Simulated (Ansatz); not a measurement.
SiC:
```yaml
crystal:
  lattice:
    - [0.00000, 2.17817, 2.17817]
    - [2.17817, 0.00000, 2.17817]
    - [2.17817, 2.17817, 0.00000]
  atoms:
    - { symbol: C, position: [0.75000, 0.75000, 0.75000] }
    - { symbol: Si, position: [0.00000, 0.00000, 0.00000] }
```

Relaxed with r²SCAN. Special points in fractions of this cell's reciprocal vectors: Γ (0.000, 0.000, 0.000); X (0.500, 0.000, 0.500); U (0.625, 0.250, 0.625); K (0.375, 0.375, 0.750); L (0.500, 0.500, 0.500); W (0.500, 0.250, 0.750).

Q: List the band energies nearest the valence-band maximum at these points for plane-wave PAW r²SCAN (Ansatz code).

A: In eV from the valence-band maximum; about four levels below and three above (degenerate sets whole), none deeper than 8.9 eV; … stands for higher levels left out; points with the same levels are listed once.

```
k              below         above
-  -----------------  ------------
Γ     0.00 0.00 0.00        6.82 …
X  -8.06 -3.33 -3.33   1.71 4.82 …
U  -7.51 -5.72 -2.71   3.54 8.41 …
L  -8.83 -1.11 -1.11        5.99 …
W  -7.24 -5.18 -4.81  5.72 10.12 …
```

Space group F-43m (zinc blende). The r²SCAN relaxation kept the symmetry of its start; phonons on a q-mesh show no instability.

Potentials: the later of the program's two PAW sets.
